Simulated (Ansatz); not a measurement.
## Relativity and the crystal structure of Pb

All-electron LAPW in Ansatz 0.2.0 under LDA, no spin polarisation, energies at zero smearing. Each structure type is relaxed to zero pressure at each level of relativity. k spacings are near 0.16 Å⁻¹ and smearing is 0.05 eV. Energies count from fcc at the same level and carry up to 5 meV/atom of mesh noise; only these types were tried.

```
                   level  V fcc (Å³/atom)  V bcc (Å³/atom)  V hcp (Å³/atom)  V sc (Å³/atom)  V diamond (Å³/atom)  E bcc − E fcc (meV/atom)  E hcp − E fcc (meV/atom)  E sc − E fcc (meV/atom)  E diamond − E fcc (meV/atom)
        non-relativistic            30.69            30.05            30.30               ?                    ?                       -29                       -26                      -80                           -93
     scalar-relativistic            29.05            28.97            28.83           31.13                39.72                        44                        11                      173                           315
with spin–orbit coupling            29.04            29.06            28.96           31.35                40.07                        26                         8                       98                           220
```

Problem. What belongs in the row "non-relativistic", column "V diamond (Å³/atom)"?

Solution. 41.01.

Problem. What belongs in the row "non-relativistic", column "V sc (Å³/atom)"?

Solution. 32.45.

Problem. Which type is lowest at each level, and how does relativity move the volume?

Solution. non-relativistic: diamond; scalar-relativistic: fcc; with spin–orbit coupling: fcc. The volume of fcc changes by -5.4 % from the first level to the second and by 0.0 % from the second to the third.
